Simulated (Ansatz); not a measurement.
# Notes on LaTiO$_{3}$

```
CELL_PARAMETERS angstrom
4.13065 0.00000 0.00000
0.00000 4.13065 0.00000
0.00000 0.00000 4.13065
ATOMIC_POSITIONS crystal
Ti 0.00000 0.00000 0.00000
O 0.50000 0.00000 0.00000
O 0.00000 0.50000 0.00000
O 0.00000 0.00000 0.50000
La 0.50000 0.50000 0.50000
```

The numbers come from plane-wave PAW DFT (Ansatz): r2SCAN, collinear spin, 500 eV, 6×6×6 Γ-centred k points, fermi-dirac occupations (width 0.0683 eV). Nothing was relaxed.

Magnetic state (reached from a saved solution, and it need not be the lowest): Ti1 up.

(1) What do density and ELF say about some of the short contacts?

(2) Is there a gap?

(3) Is the cell too large or too small?

(4) Which element gives electrons and which takes them?

(5) What is the formation energy?

Origin: a known structure type with other elements, at an estimated volume, so it need not be a known compound. Caveats: atoms or cell far from equilibrium.

## Answers

(1) Ti–O at 2.07 Å: least valence density 0.52 e/Å³ and ELF 0.15 there. La–O at 2.92 Å: least valence density 0.14 e/Å³ and ELF 0.07 there. These are pseudo-fields; inside the PAW spheres they differ from the all-electron ones.

(2) It is a metal, with about 2.6 states/eV a cell as the mean within 0.25 eV of the Fermi level, mostly Ti d (59 %) and La f (22 %).

(3) The pressure is -20.5 GPa (compression positive), so with the atoms held at these fractions the cell would first shrink.

(4) Bader charges in e: La +2.11, Ti +2.08, O -1.40. In the mean La gives up most and O takes most.

(5) -3.34 eV an atom against the elements' usual phases (free molecules for gases, crystals otherwise, with no correction for O₂ or N₂), so it is bound against them; other compounds may still compete. Relaxing would lower it.
